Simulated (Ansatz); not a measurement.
CsCdCl$_{3}$: a vibration from a frozen displacement

All numbers below come from DFT LDA, scalar-relativistic, plane waves, PAW in Ansatz 0.2.0. Settings: plane waves to 420 eV, k-mesh 6×6×6 (Γ-centred), Gaussian smearing 0.05 eV. Spin–orbit coupling is left out, which matters for the heavy elements here. No spin polarisation. Energies are free energies at this smearing, counted from the undisturbed cell; pressure is positive in compression.

The starting cell (as given, not relaxed at this level; it stands at -1.9 GPa, and it needn't be the usual structure):

```yaml
crystal:
  lattice:
    - [5.20000, 0.00000, 0.00000]
    - [0.00000, 5.20000, 0.00000]
    - [0.00000, 0.00000, 5.20000]
  atoms:
    - { symbol: Cs, position: [0.00000, 0.00000, 0.00000] }
    - { symbol: Cd, position: [0.50000, 0.50000, 0.50000] }
    - { symbol: Cl, position: [0.00000, 0.50000, 0.50000] }
    - { symbol: Cl, position: [0.50000, 0.00000, 0.50000] }
    - { symbol: Cl, position: [0.50000, 0.50000, 0.00000] }
```

Every Cl atom is moved by x along the Cartesian unit vector (0.000, 0.000, 1.000); the cell and all other atoms stay fixed. The cell's volume is 140.61 Å³; the moved atoms weigh 106.350 u together and the others 245.319 u. Some rows repeat others by symmetry and weren't run.

| x (Å) | ΔE (meV/cell) | total force on the moved atoms along the move (eV/Å) | pressure (GPa) |
| --- | --- | --- | --- |
| -0.5000 | 845.43 | 5.2386 | 2.5478 |
| -0.4375 | 565.51 | 3.7839 | 1.3485 |
| -0.3750 | 365.16 | 2.6792 | 0.3888 |
| -0.3125 | 224.84 | 1.8516 | -0.3672 |
| -0.2500 | 129.19 | 1.2405 | -0.9486 |
| -0.1875 | 66.35 | 0.7938 | -1.3783 |
| -0.1250 | 27.51 | 0.4654 | -1.6734 |
| -0.0625 | 6.58 | 0.2137 | -1.8458 |
| 0.0000 | 0.00 | 0.0000 | -1.9025 |
| 0.0625 | 6.58 | -0.2137 | -1.8458 |
| 0.1250 | 27.51 | -0.4654 | -1.6734 |
| 0.1875 | 66.35 | -0.7938 | -1.3783 |
| 0.2500 | 129.19 | -1.2405 | -0.9486 |
| 0.3125 | 224.84 | -1.8516 | -0.3672 |
| 0.3750 | 365.16 | -2.6792 | 0.3888 |
| 0.4375 | 565.51 | -3.7839 | 1.3485 |
| 0.5000 | 845.43 | -5.2386 | 2.5478 |

Task: What frequency belongs to this motion?

Result: The force constant is k = −dF/dx = 3.419 eV/Å², from the parabola through x = -0.0625, 0 and 0.0625. In every cell the moved atoms swing against the rest, so the mass is μ = m₁m₂/(m₁ + m₂) = 74.188 u, and ν̃ = 521.5 cm⁻¹ × √(|k|/μ) = 112 cm⁻¹, at this cell's pressure of -1.9 GPa. The pattern needn't be a normal mode: ν̃² is then a weighted mean of the squared nonzero frequencies at the zone centre of this cell, taken without macroscopic field, so it lies between the lowest and the highest of them.

Task: How far does the harmonic law reach?

Result: At x = -0.500 Å, kx²/2 = 427.40 meV against the computed 845.43 meV (+97.8 %): the well stiffens in this direction at large amplitude.

Task: The pressure changes with x². What does that say about the frequency under compression?

Result: With E = k(V)x²/2, k ∝ V^(−2γ) and x scaling with the cell as V^(1/3), P − P0 = −∂E/∂V = (2γ − 2/3) ΔE/V. At x = 0.1250 Å, V(P − P0) = 140.61 × 0.22907 / 160.2 eV = 201.03 meV and ΔE = 27.51 meV, so γ = 1/3 + V(P − P0)/(2ΔE) = 3.99. This is the Grüneisen parameter of the motion under uniform scaling of the cell: shrinking the cell evenly by 1 % in volume raises the frequency by about 3.99 %.

Many cubic perovskites lower their energy by tilts or polar distortions; a scan of this one displacement doesn't rule them out.